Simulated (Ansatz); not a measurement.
# Mg: a film clamped to a substrate

These are results of Ansatz, DFT r2SCAN, scalar-relativistic, plane waves, PAW, not measurements. The runs took a 500 eV cutoff, a Γ-centred 20×20×20 mesh and Gaussian smearing (0.15 eV). No spin polarisation. Energies are free energies at this smearing, counted from the undisturbed cell; pressure is positive in compression.

The undisturbed cell (as given, not relaxed at this level; it stands at -0.1 GPa; this form isn't the usual structure):

```yaml
crystal:
  lattice:
    - [-1.83599, 1.83599, 1.67940]
    - [1.83599, -1.83599, 1.67940]
    - [1.83599, 1.83599, -1.67940]
  atoms:
    - { symbol: Mg, position: [0.00000, 0.00000, 0.00000] }
```

The cell (1 atom, V0 = 22.64 Å³) is strained by p along both x and y and by q along z, fractional coordinates fixed. τp = (1/V0) ∂E/∂p = (σxx + σyy)(1 + p)(1 + q) and τq = (1/V0) ∂E/∂q = σzz(1 + p)², with tension positive.

| p | q | ΔE (meV/atom) | τp (GPa) | τq (GPa) |
| --- | --- | --- | --- | --- |
| 0.000 | 0.000 | 0.00 | 0.58 | -0.29 |
| -0.030 | 0.000 | 8.20 | -4.52 | -2.62 |
| 0.030 | 0.000 | 11.86 | 4.83 | 1.54 |
| 0.000 | -0.030 | 5.24 | -1.42 | -2.26 |
| 0.000 | 0.030 | 1.92 | 2.62 | 1.10 |

Q: Get the second derivatives of the energy density.

A: Central differences give A = ∂τp/∂p = 156 GPa (C11 + C22 + 2 C12), C = ∂τq/∂q = 56 GPa (C33) and the cross term B = ∂τq/∂p = 69 GPa (C13 + C23); ∂τp/∂q = 67 GPa must equal B, and any difference shows higher-order terms. Steps this large leave an error of some per cent of A or C in all of these, which can swamp a small B. The ions are clamped.

Q: A film of this crystal grows with z along the normal on a substrate that imposes p. How does its thickness respond, and what does the misfit cost?

A: Count p and q from the stress-free cell. A free surface needs τq = 0, so q = −(B/C) p = -1.24 p. The energy density left is (A − B²/C) p²/2 = M p², with the biaxial modulus M = 35 GPa; a misfit of 1 % costs 0.49 meV/atom, against 1.10 meV/atom if the thickness were held.

In a metal these slopes depend on the k mesh and the smearing.